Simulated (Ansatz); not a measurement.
LaGe₃Ru in space group I4mm (No. 107; La on 2a, Ge on 2a, Ge on 4b, Ru on 2a), DFT-PBE in the program Ansatz with PAW potentials, all energies at zero smearing, with the estimated change up to a 700 eV cutoff added, with one set of potentials and settings (totals compare only within such a set). Cell of 5 atoms (1 La, 3 Ge, 1 Ru): -25016.859 eV.

| element | reference phase | E (eV/atom) |
|---|---|---|
| La | P6_3/mmc, 4 atoms in the cell | -6250.0953 |
| Ge | Fd-3m, 2 atoms in the cell | -4294.9847 |
| Ru | P6_3/mmc, 2 atoms in the cell | -5878.6876 |

Formation energy per atom, worked out: (-25016.859 − 1×(-6250.0953) − 3×(-4294.9847) − 1×(-5878.6876))/5 = -0.624 eV/atom (-60 kJ per mol of atoms), at 0 K, without zero-point energy or fitted corrections.

The first step of the workflow began from a Materials Project structure, measured or hypothetical; the Crystallography Open Database copy checked does not list it. Its standing as an ambient phase is unchecked. Symmetry was held in the PBE relaxation; whether a distortion lowers the energy is not shown. No spin polarisation was allowed. The references are the lowest solids computed at this level, not always the standard phases. Spin–orbit coupling is left out wherever it is not named.

Potentials: the later of the program's two PAW sets.
